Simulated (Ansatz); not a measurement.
Values for one crystal, relaxed and computed with PBEsol (plane waves, PAW; program Ansatz); other levels are named.

```yaml
volume_per_atom: 16.03 Å³
electronic_character: metallic (no gap)
mechanical_stability: unstable (C has a negative eigenvalue)
Density of states at the Fermi level: 0.94 states/eV per atom (mean over ±0.08 eV)
Elastic constants (relaxed ions, GPa): C11 = 286, C12 = 211, C44 = -27.4
Pressure derivative B′: 4.4
Gap with spin–orbit coupling: none (metallic)
```

Q: Which of these materials gives this?
A. NbAg, rock salt
B. MoRu, rock salt
C. AlNi, rock salt
D. ZrAg, rock salt

A: B, MoRu, rock salt

Space group Fm-3m (rock salt). The start of the workflow was typed in or built on a structure type; neither database checked (COD, Materials Project) lists it. Its standing as an ambient phase is unchecked. Symmetry was held in the PBEsol relaxation. The run is not spin-polarised. Its formation energy is positive at this level, so the cell may be metastable or incomplete. As this level gives no gap, shear constants depend on the k-mesh and smearing (Fermi–Dirac, 0.1 eV here). Spin–orbit coupling is left out wherever it is not named.

Potentials: the earlier of the program's two PAW sets. The files were generated under PBE; for other functionals the program regenerates the frozen cores, and for LDA and PBEsol the local potential too.
